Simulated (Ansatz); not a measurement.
Input and command of a plane-wave DFT calculation in Ansatz:

```yaml
crystal:
  lattice:
    - [1.3199567671, -4.3945328002, 0.0]
    - [1.3199567671, 4.3945328002, 0.0]
    - [0.0, 0.0, 6.850440153]
  atoms:
    - { symbol: Al, position: [0.0, 0.0, 0.5] }
    - { symbol: Al, position: [0.2475594777, 0.7524405223, 0.75] }
    - { symbol: Al, position: [0.7524405223, 0.2475594777, 0.25] }
    - { symbol: Al, position: [0.0, 0.0, 0.0] }
    - { symbol: O, position: [0.6361152298, 0.3638847702, 0.9235214306] }
    - { symbol: O, position: [0.895822806, 0.104177194, 0.75] }
    - { symbol: O, position: [0.3638847702, 0.6361152298, 0.0764785694] }
    - { symbol: O, position: [0.3638847702, 0.6361152298, 0.4235214306] }
    - { symbol: O, position: [0.104177194, 0.895822806, 0.25] }
    - { symbol: O, position: [0.6361152298, 0.3638847702, 0.5764785694] }
basis:
  ecutwfc: 420
kpoints:
  mp_grid: { grid: [8, 8, 4] }
hamiltonian:
  xc: lda
scf:
  occupations: { method: gaussian, width: 0.05 }
output:
  forces: true
  stress: true
  eigenvalues: true
```

```bash
ansatz run input.yaml --threads 2 --pin off --max-ram 5120MiB --backend cpu --events-out ev --progress --plain --runs-dir out
```

Processor: Intel(R) Xeon(R) Platinum 8259CL CPU @ 2.50GHz (Skylake/Cascade Lake), 2 threads, on a host shared with other jobs.

**Question.** Estimate time, memory and problem size.

**Answer.** About 8.1 s on 2 threads of Intel(R) Xeon(R) Platinum 8259CL CPU @ 2.50GHz (Skylake/Cascade Lake), with other jobs on the host, peak memory 0.47 GiB. It solves 34 bands at 63 k points (the mesh reduced by the symmetry that the task leaves, which can be less than the crystal's) with about 1581 plane waves, in 6 SCF iterations.
